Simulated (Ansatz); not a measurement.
Relaxed candidate structures of Cd:

A. Pm-3m (No. 221), cP1, AFLOW prototype A_cP1_221_a (A_h); a = b = c = 2.9447 Å, α = β = γ = 90.00°; Cd 1b (0.500, 0.500, 0.500)

B. I-43d (No. 220), cI16, AFLOW prototype A_cI16_220_c (as in Li); a = 7.067 Å, b = 7.067 Å, c = 7.067 Å, α = 90.00°, β = 90.00°, γ = 90.00°; Cd 16c (0.210, 0.210, 0.210)

C. I4/mmm (No. 139), tI2, AFLOW prototype A_tI2_139_a (A_a); a = b = 3.909 Å, c = 2.914 Å, α = β = γ = 90.00°; Cd 2b (0.000, 0.000, 0.500)

D. Im-3m (No. 229), cI2, bcc (W type); a = b = c = 3.534 Å, α = β = γ = 90.00°; Cd 2a (0.000, 0.000, 0.000)

E. P4₂/mmc (No. 131), tP4; a = 5.466 Å, b = 5.466 Å, c = 5.407 Å, α = 90.00°, β = 90.00°, γ = 90.00°; Cd 2d (0.500, 0.000, 0.000); Cd 2a (0.000, 0.000, 0.000)

### Question
Put the candidates in order of energy per atom, lowest first, for r2SCAN (plane waves to 500 eV, PAW, scalar-relativistic; Ansatz, a program for electronic structure).

### Answer
C (reference), B (+0.03 eV/atom), D (+0.08 eV/atom), A (+0.15 eV/atom), E (+0.45 eV/atom)

The lowest structure calculated, P6₃/mmc, hP2, hcp (Mg type), is not among these; it lies 0.01 eV/atom below the lowest of them. Each run could gain symmetry but not lose that of its start, so entries can be saddle points. All of these are generated cells (placed on structure types, drawn at random, substituted or restacked) that were not matched to a known phase here. Static energies at zero pressure. No spin polarisation in the result.
